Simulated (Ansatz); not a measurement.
A frame of Zr11Ni5 from dynamics at 2090 K, with the forces (eV/Å) computed on a k mesh in the last three columns. Method: DFT PBE, scalar-relativistic, plane waves, PAW in Ansatz.

Cutoff 420 eV; k points 4×3×3 on the computed 16-atom cell (Γ-centred); Fermi–Dirac smearing, width 0.18 eV; no spin polarisation.

```xyz
16
Lattice="6.876 0.065 0.149 0.065 7.022 -0.167 0.149 -0.167 6.927" Properties=species:S:1:pos:R:3:forces:R:3 pbc="T T T"
Zr    1.890    0.474    6.598    0.950    0.790    0.250
Zr    4.198    5.859    1.588   -0.890    0.210    1.680
Zr    0.320    2.530    4.710    1.170    0.180    0.420
Zr    5.929    1.031    1.129    0.230   -0.640    0.170
Zr    2.377    1.021    2.902   -1.260    1.140   -0.970
Zr    0.203    3.533    1.710   -0.120   -0.240    0.280
Zr    6.754    6.375    4.047    0.410    0.070   -0.660
Zr    2.688    3.965    6.719   -0.320   -1.560    0.340
Zr    4.576    3.213    3.897   -0.980    1.050   -1.460
Zr    5.542    4.551    6.606    2.550    0.980   -2.600
Zr    4.034    6.619    4.455   -0.680   -2.010    0.750
Ni    4.959    1.614    5.550   -0.020   -0.150    1.980
Ni    1.513    5.247    5.363   -0.930    0.290   -1.560
Ni    1.160    5.957    1.527   -0.070    0.360   -0.440
Ni    2.157    3.894    3.066    0.630    0.730    0.320
Ni    4.367    3.006    0.979   -0.670   -1.180    1.490
```

Static pressure -0.5 GPa (no kinetic part), no gap on the mesh.

Counting as bonded all pairs within 1.3 times the summed covalent radii:

| atom → neighbour | mean count | mean length (Å) | spread (Å) |
| --- | --- | --- | --- |
| Ni → Ni | 2.00 | 2.90 | 0.21 |
| Ni → Zr | 8.20 | 2.97 | 0.44 |
| Zr → Ni | 3.73 | 2.97 | 0.44 |
| Zr → Zr | 11.82 | 3.56 | 0.50 |

Angles between all pairs of such bonds at an atom (mean ± spread): 97 ± 34° at Ni, 95 ± 35° at Zr.

Spin polarisation was left out, and a magnetic state may lie lower.

Cost: 1 run of about 2.2 core-minutes, on Arm Neoverse V2 (shared hosts).